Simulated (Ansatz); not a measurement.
Mg: eigenvalues along the path

```xyz
2
Lattice="3.2722 0.0000 0.0000 -1.6361 2.8338 0.0000 0.0000 0.0000 5.3125" Properties=species:S:1:pos:R:3 pbc="T T T"
Mg    0.0000    1.8892    1.3281
Mg    1.6361    0.9446    3.9844
```

Atoms are numbered in the order listed.

The cell is COD entry 9008506, as deposited and not checked against the literature; nothing was relaxed. The listed cell was then made from it by scaling, straining or moving an atom.

All numbers below come from Ansatz 0.2.0, DFT, LDA, all-electron LAPW, scalar-relativistic.

Sampling and basis: a Γ-centred 12×12×7 k mesh, Fermi–Dirac smearing of 0.05 eV, basis error target 1 meV/atom, no spin polarisation.

Path points, in fractions of the reciprocal vectors: Γ (0.000, 0.000, 0.000), M (0.500, 0.000, 0.000), K (0.333, 0.333, 0.000), A (0.000, 0.000, 0.500), L (0.500, 0.000, 0.500), H (0.333, 0.333, 0.500). Levels in eV from the Fermi level; bands 9 to 12, counted from the lowest band of the run. The gap is zero.

```
# k(1/Å) point b9 b10 b11 b12
0.000 Γ -6.58 -1.49 -1.25 10.44
0.222 - -6.40 -1.32 -1.06 7.79
0.443 - -5.84 -0.80 -0.52 4.95
0.665 - -4.91 0.06 0.33 2.41
0.887 - -3.62 -0.10 1.26 1.79
1.109 M -2.05 -1.95 2.60 3.08
1.237 - -1.99 -1.89 2.65 3.13
1.365 - -1.81 -1.72 2.82 3.03
1.493 - -1.51 -1.43 1.93 3.10
1.621 - -1.09 -1.02 0.68 3.50
1.749 K -0.56 -0.56 -0.45 4.01
2.005 - -2.66 0.74 0.91 2.17
2.261 - -4.36 0.58 0.81 2.77
2.517 - -5.59 -0.57 -0.28 5.08
2.773 - -6.33 -1.26 -1.00 7.78
3.029 Γ -6.58 -1.49 -1.25 10.44
3.147 - -6.53 -2.35 -0.29 10.48
3.265 - -6.37 -3.22 0.86 9.42
3.384 - -6.10 -4.00 2.10 7.87
3.502 - -5.73 -4.68 3.43 6.33
3.620 A -5.26 -5.26 4.84 4.84
3.842 - -5.07 -5.07 5.00 5.00
4.064 - -4.52 -4.52 5.31 5.31
4.285 - -3.60 -3.60 3.48 3.48
4.507 - -2.34 -2.34 1.25 1.25
4.729 L -0.96 -0.96 -0.45 -0.45
4.857 - -0.90 -0.90 -0.39 -0.39
4.985 - -0.73 -0.73 -0.21 -0.21
5.113 - -0.45 -0.45 0.09 0.09
5.241 - -0.07 -0.07 0.49 0.49
5.369 H 0.28 0.28 0.78 0.78
5.625 - -1.39 -1.39 1.90 1.90
5.881 - -3.06 -3.06 3.73 3.73
6.137 - -4.27 -4.27 5.47 5.47
6.393 - -5.01 -5.01 5.04 5.04
6.649 A -5.26 -5.26 4.84 4.84
```
